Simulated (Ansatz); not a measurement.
Relaxation of a randomly generated symmetric cell of Nb (space group No. 139); 1 atom in the cell, which starts as I4/mmm (No. 139), tI2; a = 3.721 Å, b = 3.721 Å, c = 3.074 Å, α = 90.00°, β = 90.00°, γ = 90.00°. The numbers are results of PBE (plane waves to 420 eV, PAW, scalar-relativistic; Ansatz, a quantum-chemistry and plane-wave program), not measurements. Γ-centred k-mesh 14×14×14 on the run's cell (coarser than for final values), Fermi–Dirac smearing 0.05 eV. This is the first round of the run. 

The optimiser's lines from the output (shortened; P is positive under compression):

```
relax step   1: F+E_penalty+E_count = -4551.97705451 eV  Δ(F+E_penalty+E_count) = +0.000e0 eV  max|allowed force component| = 0.000e0 eV/Å  Δτ_max = 0.0000 Å  P = -17.829 GPa  Ω = 21.279 Å³  (6 SCF iters, dr2 threshold 1.00e-7 eV, accepted)
relax step   2: F+E_penalty+E_count = -4552.18138899 eV  Δ(F+E_penalty+E_count) = -2.043e-1 eV  max|allowed force component| = 0.000e0 eV/Å  Δτ_max = 0.0000 Å  P = -3.762 GPa  Ω = 18.810 Å³  (5 SCF iters, dr2 threshold 1.00e-7 eV, accepted)
relax step   3: F+E_penalty+E_count = -4552.26139680 eV  Δ(F+E_penalty+E_count) = -8.001e-2 eV  max|allowed force component| = 0.000e0 eV/Å  Δτ_max = 0.0000 Å  P = +5.099 GPa  Ω = 17.655 Å³  (5 SCF iters, dr2 threshold 1.00e-7 eV, accepted)
relax step   4: F+E_penalty+E_count = -4552.28191276 eV  Δ(F+E_penalty+E_count) = -2.052e-2 eV  max|allowed force component| = 0.000e0 eV/Å  Δτ_max = 0.0000 Å  P = +1.397 GPa  Ω = 18.018 Å³  (5 SCF iters, dr2 threshold 1.00e-7 eV, accepted)
relax step   5: F+E_penalty+E_count = -4552.28597306 eV  Δ(F+E_penalty+E_count) = -4.060e-3 eV  max|allowed force component| = 0.000e0 eV/Å  Δτ_max = 0.0000 Å  P = +0.442 GPa  Ω = 18.119 Å³  (5 SCF iters, dr2 threshold 1.00e-7 eV, accepted)
relax step   6: F+E_penalty+E_count = -4552.28621841 eV  Δ(F+E_penalty+E_count) = -2.454e-4 eV  max|allowed force component| = 0.000e0 eV/Å  Δτ_max = 0.0000 Å  P = -0.082 GPa  Ω = 18.177 Å³  (4 SCF iters, dr2 threshold 1.00e-7 eV, accepted)
relax step   7: F+E_penalty+E_count = -4552.28622320 eV  Δ(F+E_penalty+E_count) = -4.793e-6 eV  max|allowed force component| = 0.000e0 eV/Å  Δτ_max = 0.0000 Å  P = -0.002 GPa  Ω = 18.168 Å³  (3 SCF iters, dr2 threshold 2.54e-8 eV, accepted)
relax step   8: F+E_penalty+E_count = -4552.28598075 eV  Δ(F+E_penalty+E_count) = +2.425e-4 eV  max|allowed force component| = 0.000e0 eV/Å  Δτ_max = 0.0000 Å  P = -0.009 GPa  Ω = 18.168 Å³  stress off target by 1.87e-2 GPa  SCF on the basis re-selected at this cell (its energy is not comparable with the rows above)  (6 SCF iters)
```

From the first to the last row the energy changes by -0.31 eV/atom and the volume by -14.6 %. The last row is marked as not comparable with the walk above it, whose basis was carried along; it does compare with step 1, since both stand on a basis selected at the nominal cutoff for their own cell.

Later rounds, restarted from the end of this one on a renewed k-mesh, logged 4 more steps and released under 0.01 eV/atom more. The final structure after all rounds: Im-3m (No. 229), cI2, bcc (W type); a = 3.3096 Å, b = 3.3096 Å, c = 3.3096 Å, α = 90.00°, β = 90.00°, γ = 90.00°. Between re-selections the logged energies stand on a plane-wave basis carried along with the cell. No spin polarisation in the result.

The run could not lose the symmetry of its start; a randomly shaken copy of 2 atoms returns to this structure.
